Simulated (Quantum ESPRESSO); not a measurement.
Band energies of WZnO4

```xyz
12
Lattice="4.6767 0.0000 0.0000 0.0000 5.7297 0.0000 -0.0505 0.0000 4.9362" Properties=species:S:1:pos:R:3 pbc="T T T"
O      3.6571     0.6098     0.3205
O      0.9691     5.1199     4.6157
O      0.9943     0.6098     2.1476
O      3.6319     5.1199     2.7886
O      3.4450     2.1550     2.9486
O      1.1813     3.5747     1.9876
O      1.1560     2.1550     4.4557
O      3.4702     3.5747     0.4805
Zn     2.3005     3.8753     3.7021
Zn     2.3257     1.8544     1.2340
W     -0.0379     1.0378     3.7021
W     -0.0126     4.6919     1.2340
```

PBEsol (Quantum ESPRESSO, PseudoDojo norm-conserving, 84 Ry, without SOC); path ΓYHCEM1AXH1,MDZ,YD; energies in eV from the valence-band maximum.

```
k (1/Å)  point  band 54  band 55  band 56  band 57  band 58  band 59  band 60  band 61
-------  -----  -------  -------  -------  -------  -------  -------  -------  -------
0.00         Γ    -0.84    -0.73    -0.35    -0.30    -0.26     3.34     3.80     3.80
0.42              -0.69    -0.64    -0.48    -0.21    -0.03     3.36     3.55     3.71
0.64         Y    -0.79    -0.53    -0.53    -0.12    -0.12     3.38     3.38     3.80
0.86              -0.82    -0.55    -0.45    -0.19    -0.14     3.26     3.59     3.73
1.30         H    -0.87    -0.43    -0.43    -0.23    -0.22     3.65     3.67     3.88
1.30         C    -0.88    -0.43    -0.43    -0.23    -0.23     3.66     3.66     3.88
1.85         E    -0.98    -0.88    -0.88    -0.34    -0.34     3.63     3.63     3.90
1.85        M1    -0.96    -0.89    -0.87    -0.35    -0.34     3.62     3.64     3.89
2.27              -0.94    -0.81    -0.48    -0.35    -0.31     3.32     3.83     3.90
2.48         A    -0.71    -0.69    -0.68    -0.46    -0.24     3.41     3.74     3.77
2.66              -0.84    -0.79    -0.55    -0.45    -0.20     3.43     3.69     3.73
3.03         X    -0.74    -0.45    -0.28    -0.20    -0.16     3.55     3.59     3.60
3.24              -0.74    -0.51    -0.37    -0.18    -0.14     3.38     3.66     3.81
3.66        H1    -0.87    -0.43    -0.43    -0.23    -0.22     3.65     3.67     3.88
3.66         M    -0.96    -0.89    -0.87    -0.35    -0.34     3.62     3.64     3.89
3.99              -0.98    -0.72    -0.42    -0.24    -0.07     3.34     3.45     3.95
4.32         D    -0.83    -0.63    -0.63    -0.28    -0.28     3.36     3.36     3.97
4.80              -0.95    -0.71    -0.66    -0.36    -0.07     2.93     3.78     3.94
4.96         Z    -0.91    -0.66    -0.53    -0.49    -0.01     2.88     3.76     3.95
4.96         Y    -0.79    -0.53    -0.53    -0.12    -0.12     3.38     3.38     3.80
5.51         D    -0.83    -0.63    -0.63    -0.28    -0.28     3.36     3.36     3.97
```

The PBEsol gap is 2.88 eV; at least one edge lies off the plotted path, at a point of the SCF mesh. The smallest direct gap is 2.89 eV. Another valence extremum on the path lies within 0.02 eV, too close to call.

Spin-orbit coupling is left out, which matters for elements this heavy: edges can move by tenths of an eV.

Geometry of the Materials Project entry, not relaxed at this level.
